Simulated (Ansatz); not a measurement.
SnC:
```xyz
4
Lattice="3.5912 0.0000 0.0000 -1.7956 3.1101 0.0000 0.0000 0.0000 5.8793" Properties=species:S:1:pos:R:3 pbc="T T T"
Sn     0.0000     2.0734     0.0018
C      1.7956     1.0367     0.7331
Sn     1.7956     1.0367     2.9415
C      0.0000     2.0734     3.6727
```

Relaxed with PBE. Special points in fractions of this cell's reciprocal vectors: Γ (0.000, 0.000, 0.000); M (0.500, 0.000, 0.000); K (0.333, 0.333, 0.000); A (0.000, 0.000, 0.500); L (0.500, 0.000, 0.500); H (0.333, 0.333, 0.500).

**Question.** List the band energies nearest the valence-band maximum at these points for PBE with spin–orbit coupling in the plane-wave PAW code Ansatz.

**Answer.** In eV from the valence-band maximum; about four levels below and three above (degenerate sets whole), none deeper than 8.9 eV; points with the same levels are listed once.

```tsv
k	below	above
Γ	-0.03 -0.03 0.00 0.00	0.79 0.79 1.66 1.66
M	-2.61 -2.61 -1.22 -1.22	2.19 2.19 3.16 3.16
K	-3.33 -3.33 -3.25 -3.03 -3.03	2.62 2.62 5.13 5.14 5.14 5.14
A	-0.63 -0.63 -0.63 -0.63	2.24 2.24 2.24 2.24
L	-2.14 -2.14 -2.14 -2.14	1.99 1.99 1.99 1.99
H	-1.79 -1.79 -1.75 -1.75	3.27 3.27 3.33 3.33
```

Space group P6_3mc (wurtzite). The start of the workflow was typed in or built on a structure type; neither database checked (COD, Materials Project) lists it. Its standing as an ambient phase is unchecked. Symmetry was held in the PBE relaxation; whether a distortion lowers the energy is not shown. Its formation energy is positive at this level, so the cell may be metastable or incomplete.

Potentials: the later of the program's two PAW sets.
